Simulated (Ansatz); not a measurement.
The elements of this relaxed trial crystal are hidden behind letters.

```
lattice vectors (Å)
   6.2934    0.0000    0.0000
   0.0000    6.2934    0.0000
   0.0000    0.0000    6.2934
fractional positions
X 0.0000 0.0000 0.0000
X 0.5000 0.5000 0.5000
Z 0.5000 0.0000 0.0000
Z 0.0000 0.5000 0.0000
Z 0.0000 0.0000 0.5000
```

These are results of DFT PBE, scalar-relativistic, plane waves, PAW (Ansatz 0.2.0), not measurements. Cutoff 420 eV, Γ-centred 6×6×6 mesh (5-atom cell), Gaussian smearing of 0.10 eV, no spin polarisation.

```
Space group                              : Pm-3m (No. 221)
Conventional cell                        : a = 6.293 Å
Volume per atom                          : 49.85 Å³
Density                                  : 0.66 g/cm³
Energy over the elements                 : +0.45 eV/atom
Gap on the 6×6×6 mesh of the 5-atom cell : 0 eV (a metal)
```

Energies are uncorrected and count from the elements' standard states at the same level.

Problem. X is an s-block element of period 4 and Z is an s-block element of period 2. Which elements are they?

Solution. X = K, Z = Li, so the formula is K2Li3. Density times volume gives a mean mass of 0.66 × 49.85/1.6605 = 19.8 u per atom, and this set has 19.8 u. Among the elements that the hints allow, only these give it. Around K on its first site lie 6 Li at 3.15 Å; around K on its second site lie 12 Li at 4.45 Å; around Li lie 2 K at 3.15 Å, 4 K at 4.45 Å and 8 Li at 4.45 Å.

A structure relaxed within its symmetry needn't be a true minimum.
